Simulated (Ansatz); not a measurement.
Relaxation of CrO2

Level of theory: Ansatz, DFT PBEsol, scalar-relativistic, plane waves, PAW. Run with 420 eV cutoff, 8×8×12 k-mesh, Gaussian smearing of 0.10 eV, collinear spin.

What was changed: biaxial strain in the a-b plane, c and atoms relaxed: +3.0 %.

Command:

```bash
ansatz run input.yaml --threads 1 --pin off --max-ram 2560MiB --backend cpu --events-out ev --progress --plain --runs-dir out
```

Input:

```yaml
crystal:
  lattice:
    - [4.523987863, 0.0, 0.0]
    - [0.0, 4.523987863, 0.0]
    - [0.0, 0.0, 2.8357484821]
  atoms:
    - { symbol: Cr, position: [0.0, 0.0, 0.5], spin: 1.87 }
    - { symbol: Cr, position: [0.5, 0.5, 0.0], spin: 1.87 }
    - { symbol: O, position: [0.1966075552, 0.1966075552, 0.0] }
    - { symbol: O, position: [0.3033924448, 0.6966075552, 0.5] }
    - { symbol: O, position: [0.8033924448, 0.8033924448, 0.0] }
    - { symbol: O, position: [0.6966075552, 0.3033924448, 0.5] }
basis:
  ecutwfc: 420
kpoints:
  mp_grid: { grid: [8, 8, 12] }
hamiltonian:
  xc: pbesol
scf:
  occupations: { method: gaussian, width: 0.1 }
output:
  forces: true
  stress: true
  eigenvalues: true
  populations: true
magnetization:
  spin_polarized: true
relax:
  adjacent_minimum: "off"
  f_tol: 0.008
  max_steps: 40
  cell: { stress_tol: 0.015, fix: [a, b, gamma] }
```

F is the free energy. Steps run on the plane waves of an earlier cell, but the last one, and at times one on the way, on a freshly chosen basis, so a repeated geometry can differ a little in energy. The held parts of the cell keep their stress, so P needn't end at zero.

Steps:

| step | F − F(1) (eV) | largest force component (eV/Å) | V (Å³/atom) | P (GPa) |
| --- | --- | --- | --- | --- |
| 1 | 0.0000 | 0.050 | 9.673 | -8.21 |
| 2 | -0.0009 | 0.038 | 9.663 | -7.89 |
| 3 | -0.0016 | 0.006 | 9.653 | -7.45 |
| 4 | -0.0016 | 0.001 | 9.654 | -7.46 |
| 5 | -0.0016 | 0.000 | 9.655 | -7.47 |
| 6 | -0.0009 | 0.000 | 9.655 | -7.50 |
| 7 | -0.0009 | 0.000 | 9.654 | -7.49 |
| 8 | -0.0009 | 0.000 | 9.654 | -7.49 |

Relaxed structure:

```yaml
crystal:
  lattice:
    - [4.52399, 0.00000, 0.00000]
    - [0.00000, 4.52399, 0.00000]
    - [0.00000, 0.00000, 2.83028]
  atoms:
    - { symbol: Cr, position: [0.00000, 0.00000, 0.50000] }
    - { symbol: Cr, position: [0.50000, 0.50000, 0.00000] }
    - { symbol: O, position: [0.19609, 0.19609, 0.00000] }
    - { symbol: O, position: [0.30391, 0.69609, 0.50000] }
    - { symbol: O, position: [0.80391, 0.80391, 0.00000] }
    - { symbol: O, position: [0.69609, 0.30391, 0.50000] }
```

Symmetry: P4_2/mnm, No. 136, tetragonal system. The conventional cell has a = 4.524 Å, b = 4.524 Å, c = 2.830 Å, α = 90.00°, β = 90.00°, γ = 90.00°. Cr (site symmetry mmm) is surrounded by 6 O at 1.89 to 1.94 Å. O (site symmetry m2m) is surrounded by 3 Cr at 1.89 to 1.94 Å.

The run converged. Time: 54 s on 1 thread of AMD EPYC 9R45 96-Core Processor (Zen 5), with other jobs on the host, peak memory 0.65 GiB.